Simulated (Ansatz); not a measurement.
NaF:
```
CELL_PARAMETERS angstrom
      0.00000     2.31432     2.31432
      2.31432     0.00000     2.31432
      2.31432     2.31432     0.00000
ATOMIC_POSITIONS crystal
  Na 0.00000 0.00000 0.00000
  F  0.50000 0.50000 0.50000
```

Tensor components refer to the Cartesian frame of this cell.

Q: Give the high-frequency dielectric tensor and the Born effective charge tensors of the independent atoms from DFPT, the program Ansatz at the PBEsol level (PAW).

A: 
ε∞:
```
1.89  0.00  0.00
0.00  1.89  0.00
0.00  0.00  1.89
```
Z* of atom 1 (Na), rows: field, columns: displacement, in e:
```
1.01  0.00  0.00
0.00  1.01  0.00
0.00  0.00  1.01
```
Z* of atom 2 (F), rows: field, columns: displacement, in e:
```
-1.01   0.00   0.00
 0.00  -1.01   0.00
 0.00   0.00  -1.01
```

Space group Fm-3m (rock salt). Symmetry was held in the PBEsol relaxation.

Potentials: the earlier of the program's two PAW sets. The files were generated under PBE; for other functionals the program regenerates the frozen cores, and for LDA and PBEsol the local potential too.
